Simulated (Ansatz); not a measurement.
With DFT-r²SCAN in the program Ansatz with PAW potentials, Si₃N₄ in the cubic phase (Fd-3m; Si on 16c, Si on 8b, N on 32e) relaxes to a = 7.730 Å. Si on 16c has 6 nearest neighbours from 1.88 Å (octahedral); Si on 8b has 4 nearest neighbours from 1.77 Å (tetrahedral). Its formation energy from the elements is -1.11 eV/atom, with no fitted shifts.

The Kohn–Sham gap is 4.03 eV (smallest direct gap 4.05 eV). The valence maximum lies on the K–Γ line, 60 % of the way from K and the conduction minimum at Γ. The screened hybrid HSE06 puts the gap at 4.76 eV. The hole mass is 0.34, 1.1, 6.4 mₑ (principal values).

An equation-of-state fit gives a bulk modulus of 321 GPa. The relaxed-ion elastic constants in GPa are C11 = 565, C12 = 200, C44 = 359. The elastic constants imply a Debye temperature near 1340 K. Perturbation theory gives ε∞ = 4.90. Letting the ions move raises it to ε0 = 12.0. Born charges are Si +3.58 to +3.68, N -2.73 e. The phonon dispersion is stable (no imaginary branch). Without the LO–TO term the highest mode at Γ lies at 981 cm⁻¹. Bader charges are Si +3.15 to +3.21, N -2.39 e.

Symmetry was held in the r²SCAN relaxation. The references are the lowest solids computed at this level, not always the standard phases (solids in place of the gases).

Potentials: the later of the program's two PAW sets.
